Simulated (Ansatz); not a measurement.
Values for one crystal, relaxed and computed with DFT-r²SCAN+D4 in the program Ansatz with PAW potentials; other levels are named.

* **Volume per atom**: 19.68 Å³
* **Band gap**: 4.55 eV (direct)
* **Gap with spin–orbit coupling**: 4.50 eV
* **Hole effective mass**: 0.33, 2.9, 2.9 mₑ (principal values)
* **Valence-band maximum**: at Z
* **Formation energy from the elements (no fitted shifts)**: -1.54 eV/atom
* **HSE06 gap on the r²SCAN+D4 cell**: 5.30 eV

Q: Which of these materials gives this?
A. HgIBr, Cmc2_1 (Hg on 4a, I on 4a, Br on 4a)
B. CaHBr, P4/nmm (Ca on 2c, H on 2a, Br on 2c)
C. HPbBrO, Pnma (H on 4c, Pb on 4c, Br on 4c, O on 4c)
D. C3H, P6/mmm (C on 6l, C on 6l, H on 6l, C on 6l)

A: B, CaHBr, P4/nmm (Ca on 2c, H on 2a, Br on 2c)

The workflow started from a Materials Project entry (that database holds measured and hypothetical structures alike); the Crystallography Open Database files this formula in space group No. 129, but the cells were not matched. Whether it is the stable phase at ambient conditions was not checked. The r²SCAN+D4 relaxation kept the symmetry of its start; whether a distortion lowers the energy is not shown. The references are the lowest solids computed at this level, not always the standard phases (solids in place of the gases). Scalar-relativistic: spin–orbit coupling is off unless named, which matters more the heavier the elements.

Potentials: the later of the program's two PAW sets.
